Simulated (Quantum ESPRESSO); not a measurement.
## Kohn-Sham bands of TaS2 (CdI2 type)

```xyz
3
Lattice="3.3829 0.0000 0.0000 -1.6914 2.9296 0.0000 0.0000 0.0000 6.1680" Properties=species:S:1:pos:R:3 pbc="T T T"
Ta     0.0000     0.0000     0.0000
S     -1.6914     0.9765    -1.5156
S      1.6914    -0.9765     1.5156
```

Cell from Materials Project (mp-1690), symmetrised, no further relaxation. COD (Crystallography Open Database) has the formula in 4 space groups, this one among them (matched by group alone). Computed values, not measurements, from PBEsol: Quantum ESPRESSO (norm-conserving PseudoDojo potentials, cutoff 47 Ry, spinors with spin-orbit coupling) on a Γ-centred 6×6×4 mesh, then Wannier90. Density: 12×12×6 mesh, cold smearing 0.01 Ry. The cell is built of weakly bound layers, chains or molecules, whose nearest atoms lie 3.70 Å apart. Database cells relaxed without dispersion often hold them too far apart, which can enlarge gaps and weakens couplings between them; spacing and stacking were not compared with the measured crystal.

List the Kohn-Sham levels between −8 and 3.0 eV relative to the Fermi level at the high-symmetry points, as a band run of pw.x on that density gives them (levels within 2 meV counted together).


```tsv
point	k (reciprocal lattice)	levels (eV)
Γ	0.000 0.000 0.000	-6.67 (×2), -3.99 (×2), -3.90 (×2), -1.59 (×2), -0.82 (×2), -0.69 (×2), -0.09 (×2), 0.08 (×2), 0.33 (×2)
M	0.500 0.000 0.000	-6.74 (×2), -4.63 (×2), -4.34 (×2), -3.88 (×2), -3.28 (×2), -2.10 (×2), -0.89 (×2), 2.33 (×2), 2.97 (×2)
K	0.333 0.333 0.000	-5.57 (×2), -5.36 (×2), -5.20 (×2), -3.74 (×2), -3.66 (×2), -3.20 (×2), 1.21 (×2), 1.77 (×2), 2.07 (×2)
A	0.000 0.000 0.500	-5.73 (×2), -3.97 (×2), -3.88 (×2), -3.41 (×2), -0.92 (×2), -0.78 (×2), 0.03 (×2), 0.07 (×2), 1.02 (×2)
L	0.500 0.000 0.500	-6.80 (×2), -5.07 (×2), -4.28 (×2), -3.96 (×2), -2.40 (×2), -1.89 (×2), -1.23 (×2), 2.33 (×2), 2.96 (×2)
H	0.333 0.333 0.500	-5.45 (×2), -5.34 (×2), -5.23 (×2), -3.66 (×2), -3.50 (×2), -3.49 (×2), 1.22 (×2), 1.26 (×2), 1.57 (×2)
```
